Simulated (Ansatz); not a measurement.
The relaxed structure here is a generated cell of TaRu: the first start was made by a random draw of sites in a space group, and the end was not matched to a known phase here, so it may be hypothetical.

A relaxed structure of TaRu. Computed with PBEsol (plane waves to 420 eV, PAW, scalar-relativistic; Ansatz, an electronic-structure program).

```
CELL_PARAMETERS angstrom
     -1.48803     2.22299     2.49153
      1.48803    -2.22299     2.49153
      1.48803     2.22299    -2.49153
ATOMIC_POSITIONS crystal
  Ru 0.50000 0.00000 0.50000
  Ta 0.00000 0.50000 0.50000
```

**Question.** Determine the symmetry and give the standard cell with its independent sites.

**Answer.** Space group Immm (No. 71); a = 2.9761 Å, b = 4.4460 Å, c = 4.9831 Å, α = 90.00°, β = 90.00°, γ = 90.00°

```tsv
atom	site	symmetry	x	y	z
Ru	2d	mmm	0.0000	0.5000	0.0000
Ta	2b	mmm	0.5000	0.0000	0.0000
```

**Question.** Give the shortest distances between elements (the closest pairs, up to four, under 3.6 Å).

**Answer.** Ru–Ta 2.49 Å; Ta–Ta 2.98 Å; Ru–Ru 2.98 Å.

The volume per atom comes out as 16.48 Å³ and the band gap comes out as no gap (metallic).

No spin polarisation in the result.

The run could not lower the symmetry of its start; a shaken copy of this end point relaxes with PBEsol to P4/mmm (No. 123), 0.54 eV/atom lower.
